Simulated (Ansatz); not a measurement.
The end of the path is a generated cell of CaSnSe3: the first start was made by placing the elements on the sites of a structure type, and the end was not matched to a known phase here, so it may be hypothetical.

A geometry of CaSnSe3 away from equilibrium: step 4 of the relaxation of a generated cell, CaSnSe3 placed in the GdFeO3 structure type. Computed with r2SCAN (plane waves to 500 eV, PAW, scalar-relativistic; Ansatz, a quantum-chemistry and plane-wave program). Γ-centred k-mesh 3×2×3 on the run's cell (coarser than for final values), Fermi–Dirac smearing 0.05 eV.

```xyz
20
Lattice="7.2372 0.0000 0.0000 0.0000 10.1148 0.0000 0.0000 0.0000 7.1930" Properties=species:S:1:pos:R:3:forces:R:3 pbc="T T T" free_energy=-97199.503 pressure_GPa=0.0
Ca     3.1103     2.5287     7.0967   -0.1455    0.0000   -0.2196
Ca     6.7290     2.5287     3.6927   -0.1455    0.0000    0.2196
Ca     4.1269     7.5861     0.0962    0.1455    0.0000    0.2196
Ca     0.5083     7.5861     3.5002    0.1455    0.0000   -0.2196
Sn     0.0000     0.0000     0.0000    0.0000    0.0000    0.0000
Sn     3.6186     5.0574     3.5965    0.0000    0.0000    0.0000
Sn     0.0000     5.0574     0.0000    0.0000    0.0000    0.0000
Sn     3.6186     0.0000     3.5965    0.0000    0.0000    0.0000
Se     0.4133     2.5287     0.8984   -0.1134    0.0000    0.0996
Se     4.0320     2.5287     2.6981   -0.1134    0.0000   -0.0996
Se     6.8239     7.5861     6.2946    0.1134    0.0000   -0.0996
Se     3.2053     7.5861     4.4949    0.1134    0.0000    0.0996
Se     2.2343     5.6694     1.3140    0.0295    0.0685    0.0364
Se     5.8529     9.5028     2.2825    0.0295   -0.0685   -0.0364
Se     5.0029     0.6120     5.8790   -0.0295    0.0685   -0.0364
Se     1.3843     4.4454     4.9105   -0.0295   -0.0685    0.0364
Se     5.0029     4.4454     5.8790   -0.0295   -0.0685   -0.0364
Se     1.3843     0.6120     4.9105   -0.0295    0.0685    0.0364
Se     2.2343     9.5028     1.3140    0.0295   -0.0685    0.0364
Se     5.8529     5.6694     2.2825    0.0295    0.0685   -0.0364
```

Positions in Å, forces in eV/Å, free energy of the cell in eV (comparable only within this code, potentials and settings). Largest force: 0.26 eV/Å, on Ca1, Ca2, Ca3, Ca4 (atoms numbered as listed); the geometry lies 0.01 eV/atom above the end of its relaxation.

No spin polarisation in the result.

The run could not lose the symmetry of its start, so the end can be a saddle point.
